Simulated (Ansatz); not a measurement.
Data:

Cu3Ge:
```yaml
crystal:
  lattice:
    - [2.69955, 0.00000, 0.00000]
    - [-1.34977, 2.33788, 0.00000]
    - [0.00000, 0.00000, 8.17666]
  atoms:
    - { symbol: Cu, position: [0.00000, 0.00000, 0.50000] }
    - { symbol: Cu, position: [0.66667, 0.33333, 0.74246] }
    - { symbol: Cu, position: [0.66667, 0.33333, 0.25754] }
    - { symbol: Ge, position: [0.00000, 0.00000, 0.00000] }
```

This is the r²SCAN-relaxed structure.

Task: All from r²SCAN (plane waves, PAW; program Ansatz), unless another level is named. Give the electronic character.

Result: metallic (no gap).

Task: Next, the formation energy from the elements (no fitted shifts)?

Result: 0.20 eV/atom.

Task: Next, the density of states at the Fermi level?

Result: 0.31 states/eV per atom (mean over ±0.08 eV).

Task: Predict the gap with spin–orbit coupling.

Result: none (metallic).

Space group P-6m2. The first step of the workflow began from a Materials Project structure, measured or hypothetical; the Crystallography Open Database copy checked does not list it. Whether it is the stable phase at ambient conditions was not checked. The r²SCAN relaxation kept the symmetry of its start; its stability against distortions is not shown here. No spin polarisation was allowed. Its formation energy is positive at this level, so the cell may be metastable or incomplete. The references are the lowest solids computed at this level, not always the standard phases. Scalar-relativistic: spin–orbit coupling is off unless named, which matters more the heavier the elements.

Potentials: the later of the program's two PAW sets.
